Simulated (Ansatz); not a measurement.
Several occupations of a fcc lattice at one composition, 6 Rh, 10 Os. Sites, in fractions of the cell -3.843 3.843 -3.843; 3.843 3.843 3.843; 3.843 -3.843 -3.843 Å:

| cell | sites |
| --- | --- |
| all | Os (0.00 0.25 0.75), Os (0.25 0.25 0.50), Os (0.25 0.50 0.25), Os (0.50 0.25 0.25), Os (0.75 0.25 0.00), Rh (0.00 0.50 0.50) |
| 1 | Os (0.00 0.00 0.00), Os (0.00 0.75 0.25), Os (0.50 0.00 0.50), Os (0.75 0.50 0.75), Os (0.75 0.75 0.50), Rh (0.25 0.00 0.75), Rh (0.25 0.75 0.00), Rh (0.50 0.50 0.00), Rh (0.50 0.75 0.75), Rh (0.75 0.00 0.25) |
| 2 | Os (0.00 0.75 0.25), Os (0.50 0.75 0.75), Os (0.75 0.00 0.25), Os (0.75 0.50 0.75), Os (0.75 0.75 0.50), Rh (0.00 0.00 0.00), Rh (0.25 0.00 0.75), Rh (0.25 0.75 0.00), Rh (0.50 0.00 0.50), Rh (0.50 0.50 0.00) |
| 3 | Os (0.25 0.00 0.75), Os (0.25 0.75 0.00), Os (0.50 0.00 0.50), Os (0.50 0.50 0.00), Os (0.75 0.00 0.25), Rh (0.00 0.00 0.00), Rh (0.00 0.75 0.25), Rh (0.50 0.75 0.75), Rh (0.75 0.50 0.75), Rh (0.75 0.75 0.50) |

Each was relaxed without symmetry on coarser meshes and computed once more. Theory: DFT PBE, scalar-relativistic, plane waves, PAW (Ansatz).

Cutoff 420 eV; k points 6×6×6 on the computed 16-atom cell (Γ-centred); Gaussian smearing, width 0.10 eV; no spin polarisation.

Warren–Cowley parameters of the first shell of the sublattice with most elements (negative: unlike neighbours preferred):
```csv
cell,Os-Rh
1,-0.02
2,-0.20
3,-0.02
```

Task: Which occupation is lowest in energy, and by how much?

Result: Cells 3, 1 are lowest, within 8 meV/atom of each other and so too close to rank here.
```csv
cell,E − E(lowest) (meV/atom),V (Å³/atom)
3,0.0,14.19
1,2.6,14.20
2,17.6,14.18
```

The final mesh leaves forces up to 0.11 eV/Å and stresses up to 0.4 GPa: the relaxation ran on a coarser mesh, so the cell's shape, its bonds and its energy belong partly to that mesh.

Spin–orbit coupling is left out, which can shift energies with elements as heavy as these.

Cost: 6 runs of about 21 core-minutes in all (earlier runs that led there not counted), on Intel Xeon 6975P-C (Granite Rapids) (shared hosts).